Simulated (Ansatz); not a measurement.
# Y2CI2, first-principles data

Y₂CI₂:
```
CELL_PARAMETERS angstrom
      3.86360     0.00000     0.00000
     -1.93180     3.34598     0.00000
      0.00000     0.00000    10.56860
ATOMIC_POSITIONS crystal
  Y  0.33333 0.66667 0.12385
  Y  0.66667 0.33333 0.87615
  C  0.00000 0.00000 0.00000
  I  0.33333 0.66667 0.67233
  I  0.66667 0.33333 0.32767
```

Space group P-3m1 (No. 164); conventional cell a = 3.864 Å, b = 3.864 Å, c = 10.569 Å, α = 90.00°, β = 90.00°, γ = 120.00°.

Method: the program Ansatz at the r²SCAN+D4 level (PAW). Structure relaxed to zero pressure with the same functional. Other levels are named where they apply.

Cell and energy:

```
Property                                                      Result
-----------------------------------------------------  -------------
Volume per atom                                             27.33 Å³
Density                                                   5.39 g/cm³
Formation energy from the elements (no fitted shifts)  -1.22 eV/atom
```

Electronic structure:

```
Quantity                                                                         Result
------------------------------------------------  -------------------------------------
Band gap                                                             0.81 eV (indirect)
Valence-band maximum                                                               at Γ
Conduction-band minimum                                     at M (3 equivalent valleys)
Smallest direct gap on the standard path                                        1.18 eV
Electron effective mass                           0.22, 0.75, 3.2 mₑ (principal values)
Electron effective mass with spin–orbit coupling  0.21, 0.75, 3.2 mₑ (principal values)
Hole effective mass, band 1 of 2 at the edge             0.91 along x, 2.5 along z (mₑ)
Hole effective mass, band 2 of 2 at the edge             0.22 along x, 2.5 along z (mₑ)
Hole effective mass with spin–orbit coupling      0.29, 0.29, 2.1 mₑ (principal values)
HSE06 gap on the r²SCAN+D4 cell                                                 1.17 eV
Gap with spin–orbit coupling                                                    0.57 eV
```

The first step of the workflow began from a Materials Project structure, measured or hypothetical; the Crystallography Open Database copy checked does not list it. Whether it is the stable phase at ambient conditions was not checked. The r²SCAN+D4 relaxation kept the symmetry of its start; its stability against distortions is not shown here. No spin polarisation was allowed. The references are the lowest solids computed at this level, not always the standard phases. Spin–orbit coupling is left out wherever it is not named.

Potentials: the later of the program's two PAW sets.
